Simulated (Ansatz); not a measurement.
The relaxed structure here is a generated cell of TiTe2: the first start was made by placing the elements on the sites of a structure type, and the end was not matched to a known phase here, so it may be hypothetical. Known forms of TiTe2 include space group No. 164.

A relaxed cell of TiTe2 (Fm-3m (No. 225)), relaxed on a k-mesh at least as fine as the one used below. All values below come from PBE (plane waves to 420 eV, PAW, scalar-relativistic; Ansatz, a quantum-chemistry and plane-wave program). Γ-centred k-mesh 8×8×8 on the run's cell (coarser than for final values), Fermi–Dirac smearing 0.05 eV.

```xyz
6
Lattice="0.0000 6.8867 6.8867 3.4433 3.4433 6.8867 3.4433 3.4433 0.0000" Properties=species:S:1:pos:R:3 pbc="T T T"
Ti     0.0000     0.0000     0.0000
Ti     3.4433     6.8867     3.4433
Te     1.7217     1.7217     1.7217
Te     1.7217     5.1650     5.1650
Te     5.1650     5.1650     5.1650
Te     5.1650     8.6083     8.6083
```

The atoms are displaced along an unstable phonon of this cell by (Å):

| atom | ux | uy | uz |
|---|---|---|---|
| Ti1 | 0.000 | 0.000 | 0.000 |
| Ti2 | 0.000 | 0.000 | 0.000 |
| Te3 | 0.000 | 0.000 | 0.150 |
| Te4 | 0.000 | 0.000 | -0.150 |
| Te5 | 0.000 | 0.000 | 0.150 |
| Te6 | 0.000 | 0.000 | -0.150 |

Task: What forces (eV/Å) and pressure result?

Result: 
```
atom    Fx    Fy     Fz
----  ----  ----  -----
Ti1   0.00  0.00   0.00
Ti2   0.00  0.00   0.00
Te3   0.00  0.00   0.19
Te4   0.00  0.00  -0.19
Te5   0.00  0.00   0.19
Te6   0.00  0.00  -0.19
```

Pressure +0.1 GPa.

The undisplaced cell is probably no minimum: from this displacement the run went on to P4₂/nmc (No. 137), 0.04 eV/atom below it.

No spin polarisation in the result. A magnetic state may lie lower.
